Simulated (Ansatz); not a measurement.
BeAlNO:
```
CELL_PARAMETERS angstrom
      2.97984     0.00000     0.00000
     -1.48992     2.58062     0.00000
      0.00000     0.00000     4.65034
ATOMIC_POSITIONS crystal
  Al 0.33333 0.66667 0.51131
  Be 0.66667 0.33333 0.99060
  O  0.33333 0.66667 0.11470
  N  0.66667 0.33333 0.63337
```

Relaxed with r²SCAN.

Q: Give the Bader charges and basin volumes of the independent atoms, the program Ansatz at the r²SCAN level (PAW).

A: 

```json
[
 {"atom": "Al1", "Bader charge (e)": "+2.51", "Bader volume (Å³)": "3.5"},
 {"atom": "Be2", "Bader charge (e)": "+1.76", "Bader volume (Å³)": "1.6"},
 {"atom": "O3", "Bader charge (e)": "-1.77", "Bader volume (Å³)": "14.8"},
 {"atom": "N4", "Bader charge (e)": "-2.50", "Bader volume (Å³)": "15.9"}
]
```

Space group P3m1. The start of the workflow was typed in or built on a structure type; neither database checked (COD, Materials Project) lists it. Whether it is the stable phase at ambient conditions was not checked. Symmetry was held in the r²SCAN relaxation; whether a distortion lowers the energy is not shown.

Potentials: the earlier of the program's two PAW sets. The files were generated under PBE; for other functionals the program regenerates the frozen cores, and for LDA and PBEsol the local potential too.
